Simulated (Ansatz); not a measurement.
TaAl: computed property card

TaAl:
```xyz
2
Lattice="3.1962 0.0000 0.0000 0.0000 3.1962 0.0000 0.0000 0.0000 3.1962" Properties=species:S:1:pos:R:3 pbc="T T T"
Ta     0.0000     0.0000     0.0000
Al     1.5981     1.5981     1.5981
```

Space group Pm-3m (No. 221), CsCl type; conventional cell a = b = c = 3.196 Å, α = β = γ = 90.00°.

Method: PBEsol (plane waves, PAW; program Ansatz). Geometry: relaxed at this level of theory. Other levels are named where they apply.

Cell and energy:

```yaml
volume_per_atom: 16.33 Å³
density: 10.57 g/cm³
Formation energy from the elements (no fitted shifts): 0.099 eV/atom
```

Electronic structure:

```yaml
electronic_character: metallic (no gap)
Density of states at the Fermi level: 1.0 states/eV per atom (mean over ±0.08 eV)
Gap with spin–orbit coupling: none (metallic)
```

Mechanics:

```yaml
Bulk modulus (Birch–Murnaghan fit): 161 GPa
Pressure derivative B′: 4.0
Elastic constants (relaxed ions, GPa): C11 = 2.1, C12 = 242, C44 = 54.4
mechanical_stability: unstable (C has a negative eigenvalue)
```

Phonons:

```yaml
highest_zone_centre_frequency: 8.87 THz
zone_centre_stability: no imaginary mode at Γ
```

The start of the workflow was typed in or built on a structure type; neither database checked (COD, Materials Project) lists it. Whether it is the stable phase at ambient conditions was not checked. The cell was relaxed with PBEsol under the symmetry of its start. No spin polarisation was allowed. As this level gives no gap, shear constants depend on the k-mesh and smearing (Fermi–Dirac, 0.1 eV here). As this level gives no gap, phonon frequencies hold no LO–TO term and depend on the k-mesh and smearing (Fermi–Dirac, 0.1 eV here). The references are the lowest solids computed at this level, not always the standard phases. Spin–orbit coupling is left out wherever it is not named.

Potentials: the earlier of the program's two PAW sets. The files were generated under PBE; for other functionals the program regenerates the frozen cores, and for LDA and PBEsol the local potential too.
